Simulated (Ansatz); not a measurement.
The relaxed structure here is a generated cell of Te3As2: the first start was made by placing the elements on the sites of a structure type, and the end was not matched to a known phase here, so it may be hypothetical.

A structure of Te3As2 relaxed with r2SCAN (plane waves to 500 eV, PAW, scalar-relativistic; Ansatz, a program for electronic structure); single points at other levels follow on the same geometry (Ansatz, PAW; HSE06 at 420 eV on a 2×5×2 k-mesh; no spin-orbit coupling). Space group Pnma (No. 62).

```
CELL_PARAMETERS angstrom
     13.07413     0.00000     0.00000
      0.00000     4.02316     0.00000
      0.00000     0.00000    12.15913
ATOMIC_POSITIONS crystal
  As 0.94566 0.25000 0.17584
  As 0.44566 0.25000 0.32416
  As 0.05434 0.75000 0.82416
  As 0.55434 0.75000 0.67584
  As 0.62535 0.25000 0.96295
  As 0.12535 0.25000 0.53705
  As 0.37465 0.75000 0.03705
  As 0.87465 0.75000 0.46295
  Te 0.29343 0.25000 0.18157
  Te 0.79343 0.25000 0.31843
  Te 0.70657 0.75000 0.81843
  Te 0.20657 0.75000 0.68157
  Te 0.44533 0.25000 0.87058
  Te 0.94533 0.25000 0.62942
  Te 0.55467 0.75000 0.12942
  Te 0.05467 0.75000 0.37058
  Te 0.63147 0.25000 0.55267
  Te 0.13147 0.25000 0.94733
  Te 0.36853 0.75000 0.44733
  Te 0.86853 0.75000 0.05267
```

| level | gap (eV) | kind | conduction minimum |
|---|---|---|---|
| r2SCAN | 0.51 | indirect | U |
| HSE06 | ___ | – | ___ |

Problem. Some entries are withheld; supply them.

Solution. 
- HSE06, gap (eV): 0.88
- HSE06, conduction minimum: k = (-0.5, 0, -0.5)

HSE06 gaps come from a coarse mesh plus a few chosen points, so they may be too large. For this cell size the semilocal gaps come from the SCF mesh and high-symmetry points. No spin polarisation in the result.

The run could not lose the symmetry of its start, so the end can be a saddle point.
